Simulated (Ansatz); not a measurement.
## CsH: a sublattice moved along a line

All numbers below come from Ansatz 0.2.0, DFT LDA, scalar-relativistic, plane waves, PAW. Settings: plane waves to 420 eV, k-mesh 8×8×8 (Γ-centred), Gaussian smearing 0.05 eV. No spin polarisation. Energies are free energies at this smearing, counted from the undisturbed cell; pressure is positive in compression.

Zero of the scan (as given, not relaxed at this level; it stands at -1.3 GPa):

```yaml
crystal:
  lattice:
    - [0.00000, 3.18800, 3.18800]
    - [3.18800, 0.00000, 3.18800]
    - [3.18800, 3.18800, 0.00000]
  atoms:
    - { symbol: Cs, position: [0.00000, 0.00000, 0.00000] }
    - { symbol: H, position: [0.50000, 0.50000, 0.50000] }
```

Every Cs atom is moved by x along the Cartesian unit vector (0.000, 0.000, 1.000); the cell and all other atoms stay fixed.

```
  x (Å)  ΔE (meV/cell)
-0.5000           77.8
-0.2500           15.4
 0.0000            0.0
 0.0625            0.9
 0.1250            3.6
 0.1875            8.3
 0.3125           25.3
 0.3750           38.4
 0.4375           55.7
```

Task: Predict the pressure (GPa) at each point.

Result:
```
  x (Å) pressure (GPa)
-0.5000            -0.7
-0.2500            -1.1
 0.0000            -1.3
 0.0625            -1.2
 0.1250            -1.2
 0.1875            -1.2
 0.3125            -1.0
 0.3750            -0.9
 0.4375            -0.8
```